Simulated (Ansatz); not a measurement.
# P under strain — electric field gradients

The cell is a structure deposited in the COD, relaxed with PBE at fixed cell and then changed (z stretched by 2 %, ions relaxed).

```
CELL_PARAMETERS angstrom
1.65545 -5.15950 0.00000
1.65545 5.15950 0.00000
0.00000 0.00000 4.40334
ATOMIC_POSITIONS crystal
P 0.89630 0.10370 0.08060
P 0.60370 0.39630 0.58060
P 0.10370 0.89630 0.91940
P 0.39630 0.60370 0.41940
```

Atom numbers follow the list; atoms alike are taken as one site, whose name carries the number of the first.

Computed with Ansatz: DFT, PBE, plane waves and PAW, scalar-relativistic, 420 eV cutoff, Γ-centred 15×15×11 k-points, Fermi–Dirac smearing 0.05 eV.

C_Q = eQV_zz/h, which is 24.18 MHz for Q = 1 b and V_zz = 10²¹ V/m²; η = (V_xx − V_yy)/V_zz.

```csv
site,atoms (order as listed),first shell,V_zz (10²¹ V/m²),η,C_Q (MHz)
P,"1, 2, 3, 4",3 P at 2.23–2.25 Å,-7.34,0.05,–
```

The structure holds P–P bonds (2.23 Å). At P V_zz stands upright on the plane through its three neighbours (within 6°).

P has no stable isotope with a ground-state quadrupole moment in the table, so no C_Q is given.

With no gap above 0.1 eV, as in a metal, the gradients converge slowly in k; expect changes of a tenth or more on a denser mesh. Semilocal functionals make gaps too small and can close them, so the real compound need not be a metal.
